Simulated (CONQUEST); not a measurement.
Consider a self-consistent single point of AlN (P6_3mc, 8 atoms in the cell; from Materials Project mp-661, changed as shown).

```xyz
8
Lattice="3.0660 0.0000 0.0000 0.0000 5.3105 0.0000 0.0000 0.0000 4.9166" Properties=species:S:1:pos:R:3 pbc="T T T"
Al     1.5330     0.8851     2.4548
Al     0.0000     1.7702     4.9131
Al     0.0000     3.5403     2.4548
Al     1.5330     4.4254     4.9131
N      1.5330     0.8851     4.3301
N      0.0000     1.7702     1.8718
N      0.0000     3.5403     4.3301
N      1.5330     4.4254     1.8718
```

All values come from this method and carry its errors: CONQUEST with PBE, numerical atomic orbitals double-zeta with polarisation (the shipped basis), PseudoDojo norm-conserving potentials made for PBE.

CONQUEST settings:

```
key                                             value
---------------------  ------------------------------
basis                                             DZP
Diag.MPMeshX, Y, Z                             10 6 6
potentials             PseudoDojo norm-conserving PBE
Grid.GridCutoff                                140 Ha
DM.SolutionMethod                              diagon
Diag.kT                                     0.0001 Ha
Diag.GammaCentred                                true
minE.SCTolerance                              1.0e-07
SC.MaxIters                                       100
SC.LinearMixingFactor                             0.5
AtomMove.TypeOfRun                             static
```

Results:

- Number of valence electrons = 32
- Number of bands = 104
- Number of k-points after the program's reduction = 248
- Size of the basis = 104
- Number of SCF iterations = 8
- FFT grid = 32 × 60 × 60
- Free energy E − TS = -1390.7474 eV
- Top of the valence band (on the code's own zero) = -8.82 eV
- Gap on the k-point mesh = 4.80 eV
- Pressure = 16.63 GPa

Stress (GPa, positive for compression):
```
17.24   0.00   0.00
 0.00  16.79   0.00
 0.00   0.00  15.87
```

Gaps are taken between levels on the mesh.

For comparison: a first run was changed to give this one (lattice scaled by 0.98), and from it to this one the free energy rises by 35.9 meV/atom, the pressure goes from 2.89 to 16.63 GPa and the gap on the mesh goes from 4.224 to 4.799 eV.

The program uses no crystal symmetry, so grid and mesh can part values that symmetry would make equal. The atom-centred basis is finite, which shifts total energies, pressures and gaps against plane waves. The structure comes from a collection of computed structures, made at another level of theory; the collection holds predicted forms beside known ones.

Cost on one core: about 5 core-minutes (a rough figure).
